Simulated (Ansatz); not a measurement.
Given:

FeSi:
```yaml
crystal:
  lattice:
    - [2.73570, 0.00000, 0.00000]
    - [-1.36785, 2.36919, 0.00000]
    - [0.00000, 0.00000, 3.50568]
  atoms:
    - { symbol: Fe, position: [0.00000, 0.00000, 0.00000], spin: 0.8 }
    - { symbol: Si, position: [0.66667, 0.33333, 0.50000], spin: 0.0 }
```

This is the PBE-relaxed structure.

Problem. All from DFT-PBE in the program Ansatz with PAW potentials, unless another level is named. Give the electronic character.

Solution. metallic (no gap).

Problem. Give the formation energy from the elements (no fitted shifts).

Solution. -0.33 eV/atom.

Problem. What about the density of states at the Fermi level?

Solution. 0.67 states/eV per atom (mean over ±0.08 eV).

Space group P-6m2. The cell is a constructed one: a structure type filled with these elements; neither database checked (COD, Materials Project) lists it. COD files the formula under space group No. 198, so this cell is another polymorph or a model. Whether it is the stable phase at ambient conditions was not checked. The cell was relaxed with PBE under the symmetry of its start; its stability against distortions is not shown here. The final state is ferromagnetic, chosen from 4 collinear starts compared on coarse meshes (ties went to the first, and starts can fall back to one state), not a proven ground state. The references are the lowest solids computed at this level, not always the standard phases.

Potentials: the later of the program's two PAW sets.
